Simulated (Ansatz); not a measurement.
**Stability of a relaxed cell of MgO**

Atoms and cell were relaxed at zero pressure (-3.9 % in volume from the start). The relaxed cell:

```yaml
crystal:
  lattice:
    - [0.00000, 2.12695, 2.12695]
    - [2.12695, 0.00000, 2.12695]
    - [2.12695, 2.12695, 0.00000]
  atoms:
    - { symbol: Mg, position: [0.00000, 0.00000, 0.00000] }
    - { symbol: O, position: [0.50000, 0.50000, 0.50000] }
```

Space group Fm-3m (No. 225); conventional cell a = 4.254 Å, b = 4.254 Å, c = 4.254 Å, α = 90.00°, β = 90.00°, γ = 90.00°.

All energies were calculated with Ansatz 0.2.0 (PBE; 420 eV; 10×10×10 Γ-centred mesh; fermi-dirac occupations of width 0.100 eV). Spin: none; no U, no spin-orbit coupling.

Question: Where does it lie against the elements?

Answer: -2.684 eV an atom at 0 K against the elements' lowest computed crystals and the free molecules of gases, with no empirical correction.

Question: Is it stable against splitting into other phases?

Answer: Among the phases that we computed and relaxed alike, the lowest mixture with other formulas is 25 % Mg + 75 % MgO$_{2}$ (shares of atoms). The cell lies 1476 meV an atom below it, so this formula doesn't split. No lower structure of the same formula is in the table beyond the error of 20 meV, so it is stable at this level.

The start was: a database entry at a slightly scaled volume.

Caveats: differences under 20 meV an atom lie within the error of meshes and cutoff; the relaxation keeps the start's symmetry, so a distorted cell may lie lower.
